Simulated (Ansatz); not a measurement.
One crystal and one scan (energy over volume and axial ratio) at two levels, PBE (plane waves to 420 eV, PAW, scalar-relativistic; Ansatz, an electronic-structure program) and r2SCAN (plane waves to 500 eV, PAW, scalar-relativistic; Ansatz), each from its own relaxed cell and on its own mesh.

The crystal is CsCl (CsCl type); volume and axial ratio are varied about the relaxed values (subscript 0).

The energy includes the smearing's −TS. CsCl was relaxed with its symmetry unable to fall. Both scans cover V/V₀ from 0.960 to 1.040 and (c/a)/(c/a)₀ from 0.880 to 1.120.

| quantity | run 1 | run 2 |
|---|---|---|
| Lattice constant a (Å) | 4.140 | 4.205 |
| Band gap of the relaxed cell, no spin-orbit coupling (eV) | 5.91 | 5.01 |
| Shear modulus C′ = (C11 − C12)/2 (fit, atoms clamped) (GPa) | 14.0 | 13.5 |

Q: Which run is which level?

A: Run 2 is PBE, run 1 is r2SCAN. PBE gives the higher value for: lattice constant a. PBE gives the lower value for: band gap of the relaxed cell, no spin-orbit coupling; shear modulus C′. Neither level is exact: the differences show how much the result hangs on the functional.

(Under strain, the slope of the energy per volume gives the stress and its curvature an elastic modulus.)
